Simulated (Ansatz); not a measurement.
# Ga3Se: how the energy converges with the cutoff

Ga3Se, P1, a = 4.492 Å, b = 4.448 Å, c = 4.388 Å, α, β, γ = 90.6°, 89.6°, 89.1°. Ansatz: PBEsol, PAW, cutoff varied, Γ-centred 6×6×6 mesh on 4 atoms, Gaussian smearing 0.10 eV; no spin polarisation. Single points at one geometry with displaced atoms, the cutoff alone changed; ΔE is the energy at zero smearing over the run at 600 eV. The runs up to 350 eV lie under the cutoff recommended for these PAW datasets.

| cutoff (eV) | ΔE (meV/atom) |
| --- | --- |
| 200 | 6806.59 |
| 250 | 1013.85 |
| 300 | 87.89 |
| 350 | 4.67 |
| 420 | ? |

Task: Assume ΔE falls exponentially with the cutoff, fit y = ln ΔE against x, the cutoff in eV, to the other rows, and predict the missing value.

Result: y = 8.826, 6.922, 4.476, 1.541. Means x = 275.0, y = 5.4413; Σ(Δx)² = 12500, ΣΔxΔy = -607.5; the slope is their ratio. y = 18.81 − 0.04860 x, a factor of ten per 47 eV. At 420 eV this gives ΔE = 0.20 meV/atom. The run gave 0.95, a ratio of 0.21. Between neighbouring rows the decay runs from a factor of ten per 39 eV to one per 101 eV, so one exponential is only a rough guide. The fast fall gives way to a slow tail, so a fit to low cutoffs promises convergence too early.

Cost: 6 runs of about 2.1 core-minutes in all, on Arm Neoverse V2 (shared hosts).